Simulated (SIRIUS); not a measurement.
**One base run on BaTiO₃ (R3m, 5 atoms in the cell; from Materials Project mp-5020) and variants with one or two settings moved**

```xyz
5
Lattice="2.8483 1.6444 2.3356 -2.8483 1.6444 2.3356 0.0000 -3.2889 2.3356" Properties=species:S:1:pos:R:3 pbc="T T T"
Ba     0.0000     0.0000     0.0010
Ti     0.0000     0.0000     3.5967
O     -1.3978     0.8070     4.5721
O      0.0000    -1.6141     4.5721
O      1.3978     0.8070     4.5721
```

Base run A: LDA (PW92), PseudoDojo 0.4 standard norm-conserving LDA (tails mended) pseudopotentials run with SIRIUS, self-consistent single point.

Its settings: parameters.ngridk = 7 7 7; parameters.xc_functionals = [XC_LDA_X, XC_LDA_C_PW]; parameters.gk_cutoff = 9.165 1/bohr; parameters.pw_cutoff = 18.331 1/bohr; parameters.shiftk = 1 1 1; parameters.smearing = gaussian; parameters.smearing_width = 0.0001 Ha; potentials = PseudoDojo 0.4 standard norm-conserving LDA (tails mended) pseudopotentials; parameters.electronic_structure_method = pseudopotential; parameters.num_bands = 24; parameters.num_mag_dims = 0; parameters.num_dft_iter = 100; parameters.energy_tol = 1e-07 Ha; parameters.density_tol = 1e-06; mixer.type = anderson; mixer.beta = 0.3; mixer.use_hartree = false.

The structure comes from a collection of computed structures, made at another level of theory; the collection holds predicted forms beside known ones.

ΔF is the free energy per atom less that of run A. 

Run A gave: pressure (GPa) -9.59; largest force (eV/Å) 0.256; rough cost (cheapest run = 1) 2.

Runs:
- B: atom 2 moved by +0.15 angstrom along z
- C: parameters.energy_tol: 1e-07 Ha → 3.7e-07 Ha; parameters.density_tol: 1e-06 → 1
- D: volume scaled by 1.04
- E: parameters.energy_tol: 1e-07 Ha → 0.001 Ha; parameters.density_tol: 1e-06 → 0.001
- F: iterative_solver.num_steps: default → 5
- G: parameters.num_dft_iter: 100 → 200; mixer.beta: 0.3 → 0.1
- H: parameters.num_dft_iter: 100 → 200; mixer.type: anderson → linear; mixer.use_hartree: false → true

Task: What does run D change against A?

Result: The free energy rises by 40.1 meV/atom, the pressure goes from -9.59 to -14.75 GPa and the largest force goes from 0.256 to 0.631 eV/Å.

Task: What does run E change against A?

Result: The free energy is nearly the same (within 1 meV/atom), the pressure hardly changes (-9.59 to -9.60 GPa) and the largest force goes from 0.256 to 0.245 eV/Å.

```csv
run,ΔF (meV/atom),pressure (GPa),largest force (eV/Å),rough cost (cheapest run = 1)
A,0.00,-9.59,0.256,2
B,17.4,-4.75,1.633,2
C,0.00,-9.58,0.250,1
D,40.1,-14.75,0.631,2
E,0.00,-9.60,0.245,1
F,0.00,-9.59,0.256,2
G,0.00,-9.59,0.257,2
H,0.00,-9.59,0.256,2
```

“Tails mended”: in these copies of the files the far tail of each local potential was reset to the Coulomb form.
